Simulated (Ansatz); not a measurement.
TaSe$_{2}$:
```cif
data_Se6Ta3
_chemical_formula_sum 'Se6 Ta3'
_space_group_name_H-M_alt 'R-3m :H'
_space_group_IT_number 166
_space_group_name_Hall '-R 3 2"'
_cell_length_a 3.39155
_cell_length_b 3.39155
_cell_length_c 18.92128
_cell_angle_alpha 90.000
_cell_angle_beta 90.000
_cell_angle_gamma 120.000
loop_
_atom_site_label
_atom_site_type_symbol
_atom_site_symmetry_multiplicity
_atom_site_Wyckoff_symbol
_atom_site_fract_x
_atom_site_fract_y
_atom_site_fract_z
_atom_site_occupancy
Se1 Se 6 c 0.00000 0.00000 0.24561 1
Ta1 Ta 3 a 0.00000 0.00000 0.00000 1
```
(The calculation used a cell of 3 atoms; values per cell refer to that cell.)

This is the LDA-relaxed structure.

Task: All from DFT-LDA in the program Ansatz with PAW potentials, unless another level is named. Give the electronic character.

Result: metallic (no gap).

Task: Give the density of states at the Fermi level.

Result: 0.52 states/eV per atom (mean over ±0.08 eV).

Task: Give the gap with spin–orbit coupling.

Result: none (metallic).

The workflow started from an entry of the Crystallography Open Database (COD), which files this formula under 5 space groups. Whether it is the stable phase at ambient conditions was not checked. Symmetry was held in the LDA relaxation; its stability against distortions is not shown here. No spin polarisation was allowed. A crystal of weakly bound layers computed without a dispersion correction: the cell and the soft elastic constants depend strongly on that. With an odd number of electrons in the cell and no spin polarisation, the count alone makes it a metal. Scalar-relativistic: spin–orbit coupling is off unless named, which matters more the heavier the elements.

Potentials: the later of the program's two PAW sets.
